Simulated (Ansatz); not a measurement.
The elements of this relaxed trial crystal are hidden behind letters.

```
lattice vectors (Å)
   0.0000    4.6851    4.6851
   4.6851    0.0000    4.6851
   4.6851    4.6851    0.0000
fractional positions
X 0.5000 0.5000 0.5000
X 0.7500 0.7500 0.7500
Z 0.1250 0.1250 0.1250
Z 0.6250 0.1250 0.1250
Z 0.1250 0.6250 0.1250
Z 0.1250 0.1250 0.6250
```

Computed with DFT PBE, scalar-relativistic, plane waves, PAW (Ansatz). Cutoff 420 eV, Γ-centred 8×8×8 mesh (6-atom cell), Gaussian smearing of 0.10 eV, no spin polarisation.

* Space group: Fd-3m (No. 227)
* Conventional cell: a = 9.370 Å
* Volume per atom: 34.28 Å³
* Density: 9.99 g/cm³
* Formation energy: +0.06 eV/atom
* Gap on the 8×8×8 mesh of the 6-atom cell: 0 eV (a metal)

Energies are uncorrected and count from the elements' standard states at the same level.

Question: X is a p-block element of period 6 and Z is a p-block element of period 6. Which elements are they?

Answer: X = Tl, Z = Pb, so the formula is TlPb2, here in the cubic Laves (C15) type. Density times volume gives a mean mass of 9.99 × 34.28/1.6605 = 206.2 u per atom, and this set has 206.3 u. Tl is surrounded by 12 Pb at 3.88 Å and 4 Tl at 4.06 Å; around Pb lie 6 Pb at 3.31 Å and 6 Tl at 3.88 Å. Other sets within the hints have nearly the same mass, so mass alone doesn't settle it; this one was computed.

These runs have no spin–orbit coupling, which can matter for Pb and Tl. Symmetry constrained the relaxation, so the result can be a saddle point.
